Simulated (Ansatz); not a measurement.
A 5-atom cell of Mg3BiSb (P3m1) from a materials database, relaxed with r2SCAN, was run in the PAW code Ansatz under altered settings. All numbers are computed, without spin polarisation but where a row says otherwise.

```
Mg Sb Bi
1.0
     4.61611    0.00000    0.00000
    -2.30806    3.99767    0.00000
     0.00000    0.00000    7.32205
Mg Sb Bi
3 1 1
Direct
  0.00000 0.00000 0.00499
  0.33333 0.66667 0.36437
  0.66667 0.33333 0.62709
  0.66667 0.33333 0.22806
  0.33333 0.66667 0.77549
```

The base run's other keys:
```yaml
kpoints:
  mp_grid: { grid: [6, 6, 2] }
hamiltonian:
  xc: hse06
scf:
  occupations: { method: fixed }
  n_extra_bands: 5
```

It takes 18 iterations with 2671 plane waves at 420 eV and 14 k points, and leaves a mean stress of -0.12 GPa. The gap over this mesh is 0.623 eV. It ran on 4 threads of Arm Neoverse N1, with other jobs on the host.

Outcomes, with energy and stress as changes against the base:
```tsv
setting	outcome	ΔF (meV/atom)	Δ mean stress (GPa)	gap on the mesh (eV)	iterations	wall time
hamiltonian.xc: pbe0	converged	–	0.0	1.224	21	88 s
scf.mixing.beta: 0.05	converged	0.0	0.0	0.623	21	77 s
```
A dash marks a value that wasn't obtained or can't be compared. Stress is positive in compression. The base took 78 s. The base's mesh is coarse for a hybrid, so its own values aren't converged.

- hamiltonian.xc: pbe0. The mean stress moves by 0.0 GPa and the gap on the mesh by +0.601 eV (to 1.224). It's another functional on the same cell, so totals aren't comparable.

Within 1 meV an atom, 0.1 GPa and 0.005 eV of the base stay: scf.mixing.beta: 0.05.

Spin-orbit coupling is left out; in compounds of Pb, Bi, Tl or Hg it can lower a gap by up to about 1 eV, split its edges or invert the bands.

The program warns that its thresholds are loose for a hybrid's stress.

The meshes of the hybrids are coarse, so their gaps aren't converged to the digits shown.
